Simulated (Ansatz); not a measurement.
Method: Ansatz 0.2.0, DFT PBE, scalar-relativistic, plane waves, PAW. All cells share a 420 eV cutoff and Γ-centred k meshes spaced at most about 0.3 Å⁻¹ (about 0.25 or finer for metals, 2π included). Collinear spin in cells that started with moments and kept them past the coarse steps, no spin elsewhere.

Temperature and zero-point effects are left out.

Compare these two cells of La2TaO2, each relaxed at this level.

A. (site moments Ta 2.8 μB)

Space group P6/mmm (No. 191). a = 6.626 Å, b = 6.626 Å, c = 4.268 Å, α = 90.00°, β = 90.00°, γ = 120.00°
```
atom  site  symmetry       x       y       z
  La    2c      -6m2  0.3333  0.6667  0.0000
  Ta    1a     6/mmm  0.0000  0.0000  0.0000
   O    2d      -6m2  0.3333  0.6667  0.5000
```

B. (no spin)

Space group P-3m1 (No. 164). a = 3.975 Å, b = 3.975 Å, c = 8.920 Å, α = 90.00°, β = 90.00°, γ = 120.00°
| atom | site | symmetry | x | y | z |
| --- | --- | --- | --- | --- | --- |
| La | 2d | 3m. | 0.3333 | 0.6667 | 0.7883 |
| Ta | 1b | -3m. | 0.0000 | 0.0000 | 0.5000 |
| O | 2c | 3m. | 0.0000 | 0.0000 | 0.7273 |

Task: Which would you expect to be lower, and how large is the difference?

Result: B is lower, by 1.17 eV/atom. A has space group P6/mmm (No. 191), 32.5 Å³/atom and no gap on its mesh; B has space group P-3m1 (No. 164), 24.4 Å³/atom and no gap. Counting O atoms around La and Ta (those within 1.25 times the shortest such distance or 1.15 times the sum of covalent radii, 1.27 where that leaves under three; the shortest distance is added where it exceeds 1.18 times the sum of covalent radii), A has La 2, Ta 12 from 4.4 Å and B has La 3, Ta 2. Their magnetic states differ too. The denser one is the lower, and pressure would at first widen the difference. Both come from invented guesses.

These runs have no spin–orbit coupling, which can matter for Ta. In P-3m1 an odd number of electrons in the primitive cell allows no gap without spin; a larger cell or a magnetic state could open one. Another magnetic order may lie lower. Cells relaxed within their symmetry can be saddle points.
